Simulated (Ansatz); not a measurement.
AlCo:
```yaml
crystal:
  lattice:
    - [0.00000, 2.91144, 2.91144]
    - [2.91144, 0.00000, 2.91144]
    - [2.91144, 2.91144, 0.00000]
  atoms:
    - { symbol: Al, position: [0.25000, 0.25000, 0.25000], spin: 0.0 }
    - { symbol: Al, position: [0.00000, 0.00000, 0.00000], spin: 0.0 }
    - { symbol: Co, position: [0.50000, 0.50000, 0.50000], spin: 1.0 }
    - { symbol: Co, position: [0.75000, 0.75000, 0.75000], spin: 1.0 }
```

Relaxed with PBE. Special points in fractions of this cell's reciprocal vectors: Γ (0.000, 0.000, 0.000); X (0.500, 0.000, 0.500); U (0.625, 0.250, 0.625); K (0.375, 0.375, 0.750); L (0.500, 0.500, 0.500); W (0.500, 0.250, 0.750).

Task: List the band energies nearest the Fermi level at these points for the program Ansatz at the PBE level (PAW).

Result: In eV from the Fermi level; about four levels below and three above (degenerate sets whole), none deeper than 8.9 eV; points with the same levels are listed once.

```csv
k,below,above
Γ ↑,-2.66 -2.66 -2.66 -1.13 -1.13,2.23 2.23 2.23
X ↑,-1.18 -1.18 -1.12 -1.12,1.88 1.88 8.91 8.91
U ↑,-1.14 -1.10 -1.03 -1.03,1.92 4.20 6.69
L ↑,-1.85 -1.85 -1.30 -1.30 -1.21,1.60 1.60 2.09
W ↑,-1.31 -1.31 -1.09 -1.09,4.52 4.52 4.57 4.57
Γ ↓,-2.34 -2.34 -2.14 -2.14 -2.14,0.26 0.26 2.45 2.45 2.45
X ↓,-0.90 -0.90 -0.35 -0.35,0.12 0.12 2.45 2.45
U ↓,-0.58 -0.17 -0.09 -0.07,0.17 2.46 4.47
L ↓,-0.90 -0.90 -0.52 -0.30 -0.30,1.98 1.98 2.25
W ↓,-0.73 -0.73 -0.23 -0.23,0.01 0.01 4.78 4.78 4.79 4.79
```

Space group Fd-3m. A made-up cell: these elements were put on the sites of a structure type; neither database checked (COD, Materials Project) lists it. Whether it is the stable phase at ambient conditions was not checked. The cell was relaxed with PBE under the symmetry of its start; its stability against distortions is not shown here. The final state is ferromagnetic, chosen from 4 collinear starts compared on coarse meshes (ties went to the first, and starts can fall back to one state), not a proven ground state.

Potentials: the later of the program's two PAW sets.
